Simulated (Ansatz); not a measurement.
Relaxed BaTiO3 (cubic perovskite):

```xyz
5
Lattice="3.9940 0.0000 0.0000 0.0000 3.9940 0.0000 0.0000 0.0000 3.9940" Properties=species:S:1:pos:R:3 pbc="T T T"
Ba     0.0000     0.0000     0.0000
Ti     1.9970     1.9970     1.9970
O      0.0000     1.9970     1.9970
O      1.9970     1.9970     0.0000
O      1.9970     0.0000     1.9970
```

Scan: atom 3 (O, nearest neighbour Ti at 1.997 Å; its periodic images, 4.0 Å or more away, move with it) is displaced towards the nearest neighbour, direction (1.000, 0.000, 0.000) in Cartesian axes, by s. The other atoms stay.

All values below come from r2SCAN (plane waves to 500 eV, PAW, scalar-relativistic; Ansatz, a quantum-chemistry and plane-wave program). k mesh 7×7×7 (Γ-centred), Fermi-Dirac smearing 0.05 eV. E stands for the smeared free energy. Left out: 4 of 11 points, with atoms too close for the PAW data. F∥ is the force on the atom along that direction. BaTiO3 is run without spin polarisation. BaTiO3 was relaxed with its symmetry unable to fall. This is a high-temperature form of BaTiO3. The zero of ΔE is the undisplaced structure.

### Question
Give the computed ΔE (eV/cell) and F∥ (eV/Å) at s (Å) = -0.240, -0.160, 0.080, 0.160, 0.240.

### Answer
| s (Å) | ΔE (eV/cell) | F∥ (eV/Å) |
|---|---|---|
| -0.240 | 0.2161 | 2.396 |
| -0.160 | 0.0782 | 1.158 |
| 0.080 | 0.0168 | -0.443 |
| 0.160 | 0.0782 | -1.158 |
| 0.240 | 0.2161 | -2.396 |

(A displaced cell: forces are minus the slopes of the energy, force constants its curvatures, and phonons follow from these.)
